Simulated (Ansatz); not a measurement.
**MoS2: field gradients at two levels of theory**

Cell: a COD entry, its atoms then relaxed with PBE in this cell.

```cif
data_MoS2
_symmetry_space_group_name_H-M 'P6_3/mmc'
_symmetry_Int_Tables_number 194
_cell_length_a 3.1400
_cell_length_b 3.1400
_cell_length_c 12.5300
_cell_angle_alpha 90.000
_cell_angle_beta 90.000
_cell_angle_gamma 120.000
loop_
_atom_site_label
_atom_site_type_symbol
_atom_site_symmetry_multiplicity
_atom_site_Wyckoff_symbol
_atom_site_fract_x
_atom_site_fract_y
_atom_site_fract_z
Mo Mo 2 c 0.3333 0.6667 0.2500
S S 4 f 0.3333 0.6667 0.6245
```

One atom of each set is listed.

First run. All values are calculated (Ansatz; DFT, PBE, plane waves and PAW, scalar-relativistic, collinear spin, 420 eV cutoff, Γ-centred 16×16×4 k-points, Fermi–Dirac smearing 0.02 eV), not measured. Start moments as typed (μB): 2 on each Mo, none on the rest.

| site | V_zz (10²¹ V/m²) | η |
| --- | --- | --- |
| Mo | -7.15 | 0.00 |
| S | -5.18 | 0.00 |

Second run. The same atoms and settings, except that the functional is LDA.

Q: Given the first result, estimate the second.

A: 

```tsv
site	V_zz	η	change of V_zz
Mo	-7.24	0.00	-0.09
S	-5.19	0.00	-0.01
```

The largest change of V_zz is on Mo, from -7.15 to -7.24. In per cent, |V_zz| changes by +1 on Mo, 0 on S (all sites that start above 0.5).

Without spin–orbit coupling (the program notes it for Mo) the gradients can shift somewhat, as the gap is small. The start moments die out, and the run ends without spin.
For the second run: At this cell the principal stresses reach 5 GPa in size with LDA, which can matter for small gradients. The largest force is 0.4 eV/Å, so the atoms aren't at the calculated equilibrium and relaxing them would move these values.
